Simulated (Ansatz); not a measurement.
# Structures of Sn₃Se₂: which is lowest?

Plane-wave DFT in Ansatz with scalar-relativistic PAW potentials, cutoff 420 eV, Γ-centred meshes chosen by cell and gap, Gaussian smearing with energies taken to zero width. Every cell was relaxed (cell and atoms) in a run of its own, within the symmetry of its start. Functional: PBE.

Relaxed structures (starts from databases or built by putting these elements on another compound's sites):
A. R-3m, 5 atoms in the computed cell, a = 3.967 Å, c = 30.304 Å; sites (symmetry × multiplicity) Sn -3m × 3 + 3m × 6, Se 3m × 6; start: built
B. P-3m1, 5 atoms in the computed cell, a = 3.999 Å, c = 9.995 Å; sites (symmetry × multiplicity) Sn -3m. × 1 + 3m. × 2, Se 3m. × 2; start: built
C. R-3c, 10 atoms in the computed cell, a = 6.165 Å, c = 26.034 Å; sites (symmetry × multiplicity) Sn .2 × 18, Se 3. × 12; start: built

Task: Rank them by energy. Could pressure change the order?

Result:
| structure | group | E − E(lowest) (meV/atom) | V (Å³/atom) | gap on mesh (eV) |
| --- | --- | --- | --- | --- |
| B | P-3m1 | 0.0 | 27.69 | 0.00 |
| A | R-3m | 3.6 | 27.53 | 0.00 |
| C | R-3c | 88 | 28.57 | 0.00 |

B and A are level within the 5 meV/atom that separate runs leave open. The two lowest differ in volume by under 3 %, too little for a first-order estimate of what pressure does to that pair (other pairs aren't weighed here). Other structures may lie lower than all of these, and vibrations aren't counted.